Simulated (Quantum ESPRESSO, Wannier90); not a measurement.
# Wannierisation of BaSnO$_{3}$ (cubic perovskite)

```xyz
5
Lattice="4.1435 0.0000 0.0000 0.0000 4.1435 0.0000 0.0000 0.0000 4.1435" Properties=species:S:1:pos:R:3 pbc="T T T"
Ba     2.0717     2.0717     2.0717
Sn     0.0000     0.0000     0.0000
O      0.0000     2.0717     0.0000
O      2.0717     0.0000     0.0000
O      0.0000     0.0000     2.0717
```

Materials Project entry mp-3163; symmetrised, unrelaxed at this level. COD (Crystallography Open Database) records the formula in this space group. Ideal cubic forms of this type are often high-temperature phases that distort on cooling; symmetry holds the cell here, and its stability was not tested. Computed values, not measurements, from PBEsol: Quantum ESPRESSO (norm-conserving PseudoDojo potentials, cutoff 68 Ry, spinors with spin-orbit coupling) on a Γ-centred 4×4×4 mesh, then Wannier90. Density: 8×8×8 mesh, Gaussian smearing 0.01 Ry.

Bands 1-2 form an isolated set from -24.81 to -24.63 eV relative to the valence-band maximum (on the path) and are turned into 2 Wannier functions by minimising the spread from the start: atomic waves Ba 5s.

Centres (Cartesian, Å; one of the equivalent choices) and spreads:

```json
[
 {"n": "1", "x": "2.072", "y": "2.072", "z": "2.072", "spread (Å²)": "0.877", "nearest atom": "Ba1"},
 {"n": "2", "x": "2.072", "y": "2.072", "z": "2.072", "spread (Å²)": "0.877", "nearest atom": "Ba1"}
]
```

Ω_I = 1.75 Å², Ω_total = 1.75 Å²; the interpolated bands follow pw.x to 0.0 meV rms on the path. Only this start was tried; a symmetric start can stop on a saddle, and mixtures of these functions could lower the total by at most Ω_total − Ω_I.
